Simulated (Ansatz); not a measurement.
TlBr:
```
TlBr
1.0
    3.83930     0.00000     0.00000
    0.00000     3.83930     0.00000
    0.00000     0.00000     3.83930
Tl Br
1 1
Cartesian
  0.00000   0.00000   0.00000
  1.91965   1.91965   1.91965
```

x, y and z are the axes in which the lattice vectors are written.

Problem. Give the high-frequency dielectric tensor and the Born effective charge tensors of the independent atoms from DFPT, DFT-LDA in the program Ansatz with PAW potentials.

Solution. 
ε∞:
```
7.20  0.00  0.00
0.00  7.20  0.00
0.00  0.00  7.20
```
Z* of atom 1 (Tl), rows: field, columns: displacement, in e:
```
2.24  0.00  0.00
0.00  2.24  0.00
0.00  0.00  2.24
```
Z* of atom 2 (Br), rows: field, columns: displacement, in e:
```
-2.24   0.00   0.00
 0.00  -2.24   0.00
 0.00   0.00  -2.24
```

Static charges for comparison (Bader): Tl1 +0.59, Br2 -0.59 e. Born charges measure polarisation by displacement and can exceed these by far.

Space group Pm-3m (CsCl type). The cell was relaxed with LDA under the symmetry of its start. Spin–orbit coupling is left out wherever it is not named.

Potentials: the later of the program's two PAW sets.
